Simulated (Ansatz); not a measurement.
A geometry of La away from equilibrium: step 2 of the relaxation of a relaxed La cell, doubled along one cell vector, shaken by Gaussian noise of σ = 0.08 Å a coordinate. All values below come from r2SCAN (plane waves to 500 eV, PAW, scalar-relativistic; Ansatz, a first-principles code). Γ-centred k-mesh 11×6×11 on the run's cell (coarser than for final values), Fermi–Dirac smearing 0.05 eV.

```
La
1.0
   -2.13492     2.11474     2.13650
    4.24229    -4.23411     4.25008
    2.13132     2.11346    -2.13881
La
2
Direct
  0.97607   0.99926   0.01377
  0.00050   0.49162   0.93526
```

Question: Which atoms carry the largest force, and which way does it point?

Answer: 0.18 eV/Å, on La1, La2 (atoms numbered as listed); on La1 its components are (0.11, 0.02, -0.13).

Question: What is the pressure?

Answer: -0.1 GPa, compression positive.

Question: How much energy per atom can still be gained by relaxing?

Answer: 0.07 eV/atom; the path ends in Cmcm (No. 63).

No spin polarisation in the result.

The run could not lose the symmetry of its start: the end is stationary, and may be a saddle point rather than a minimum.

Of the parent cell (Im-3m (No. 229)): This is a known allotrope of La, reached from a generated start. Known forms of La include space group No. 194.

The end of the path is a generated cell of La: the first start was made by placing the elements on the sites of a structure type, and the end was not matched to a known phase here, so it may be hypothetical. Known forms of La include space group No. 194.
